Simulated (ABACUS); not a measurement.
Consider a self-consistent single point of NbSi2 (P6_222, 9 atoms in the cell; from Materials Project mp-2478, changed as shown).

```
CELL_PARAMETERS angstrom
      4.80621     0.00000     0.00000
     -2.40311     4.16230     0.00000
      0.00000     0.00000     6.71809
ATOMIC_POSITIONS crystal
  Nb 0.00000 0.50000 0.16667
  Nb 0.50000 0.00000 0.50000
  Nb 0.50000 0.50000 0.83333
  Si 0.84184 0.68369 0.50000
  Si 0.15815 0.84184 0.83333
  Si 0.31631 0.15815 0.16667
  Si 0.15815 0.31631 0.50000
  Si 0.84184 0.15815 0.83333
  Si 0.68369 0.84184 0.16667
```

Computed with PBEsol, PseudoDojo 0.4 standard norm-conserving PBEsol (tails mended) pseudopotentials (plane waves; ABACUS).

ABACUS settings:

| key | value |
|---|---|
| KPT | Gamma 5 5 2 0 0 0 |
| basis_type | pw |
| dft_functional | PBESOL |
| ecutwfc | 82 Ry |
| smearing_method | fd |
| smearing_sigma | 0.00999582 Ry |
| potentials | PseudoDojo 0.4 standard norm-conserving PBEsol (tails mended) |
| symmetry | 1 |
| ks_solver | cg |
| scf_nmax | 100 |
| scf_thr | 1.0e-09 Ry |
| mixing_type | pulay |
| mixing_beta | 0.7 |

Results:

| Quantity | Result |
|---|---|
| Number of valence electrons | 63 |
| Number of bands | 42 |
| Number of k-points after the program's reduction | 10 |
| Number of plane waves (most at a k-point) | 11386 |
| Number of SCF iterations | 9 |
| FFT grid | 54 × 54 × 75 |
| Free energy E − TS | -5778.6828 eV |
| Fermi level (on the code's own zero) | 14.09 eV |
| Pressure | -6.87 GPa |
| Largest force (vector length) | 0.247 eV/Å |

Forces (eV/Å):
```tsv
atom	Fx	Fy	Fz
Nb1	0.000	0.000	0.000
Nb2	0.000	0.000	0.000
Nb3	0.000	0.000	0.000
Si4	0.000	-0.247	0.000
Si5	0.214	-0.123	0.000
Si6	0.214	0.123	0.000
Si7	0.000	0.247	0.000
Si8	-0.214	0.123	0.000
Si9	-0.214	-0.123	0.000
```

Stress (GPa, positive for compression):
```
 -4.50    0.00    0.00
  0.00   -4.50    0.00
  0.00    0.00  -11.59
```

For comparison: a first run was changed to give this one (lattice vector c scaled by 1.02), and from it to this one the free energy rises by 13.9 meV/atom, the pressure goes from -3.23 to -6.87 GPa and the largest force goes from 0.218 to 0.247 eV/Å.

The structure comes from a collection of computed structures, made at another level of theory; the collection holds predicted forms beside known ones. No clean gap shows at this smearing width and mesh (spacing up to 0.47 Å⁻¹); the mesh is coarse for partly filled bands, so the values carry mesh errors.

Cost on one core: about 4 core-minutes (a rough figure).

“Tails mended”: in these copies of the files the far tail of each local potential was reset to the Coulomb form.
